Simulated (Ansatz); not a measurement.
SiI3, a known structure type with other elements, at an estimated volume

```yaml
crystal:
  lattice:
    - [7.23365, 0.00000, 0.00000]
    - [-3.61682, 6.26453, 0.00000]
    - [0.00000, 0.00000, 7.61991]
  atoms:
    - { symbol: Si, position: [0.33330, 0.66670, 0.25000] }
    - { symbol: Si, position: [0.66660, 0.33330, 0.75000] }
    - { symbol: I, position: [0.03930, 0.35700, 0.25000] }
    - { symbol: I, position: [0.68230, 0.03930, 0.75000] }
    - { symbol: I, position: [0.64300, 0.68230, 0.25000] }
    - { symbol: I, position: [0.96070, 0.64300, 0.75000] }
    - { symbol: I, position: [0.31770, 0.96070, 0.25000] }
    - { symbol: I, position: [0.35700, 0.31770, 0.75000] }
```

The numbers come from plane-wave PAW DFT (Ansatz): PBEsol, no spin polarisation, 420 eV, 6×6×5 Γ-centred k points, fermi-dirac occupations (width 0.0679 eV). Nothing was relaxed.

Question: Is there a gap?

Answer: It is a metal, with about 8 states/eV a cell as the mean within 0.25 eV of the Fermi level, mostly Si p (59 %) and I p (34 %).

Question: Which element gives electrons and which takes them?

Answer: Bader charges in e: Si +1.90, I -0.63. In the mean Si gives up most and I takes most.

Question: What does the stress say?

Answer: The pressure is 8.6 GPa (compression positive), so with the atoms held at these fractions the cell would first expand; the forces are large, so a full relaxation may end otherwise. The principal stresses -0.4, 13.1, 13.1 GPa differ, so its shape would change too.

Question: Which atom feels the largest force, and which way?

Answer: The largest is on I5 (and as large on other atoms): 4.48 eV/Å, components (4.47, 0.14, 0.00). It makes 179° with the line to a nearest neighbour, Si1 at 2.19 Å, pointing away from it.

Question: What is the formation energy?

Answer: 0.54 eV an atom against the elements' usual phases (free molecules for gases, crystals otherwise, with no correction for O₂ or N₂), so at this geometry it isn't bound against them. Relaxing would lower it.

Origin: a known structure type with other elements, at an estimated volume, so it need not be a known compound. Caveats: many states at the Fermi level without spin polarisation, so a magnetic state may lie lower; atoms or cell far from equilibrium.
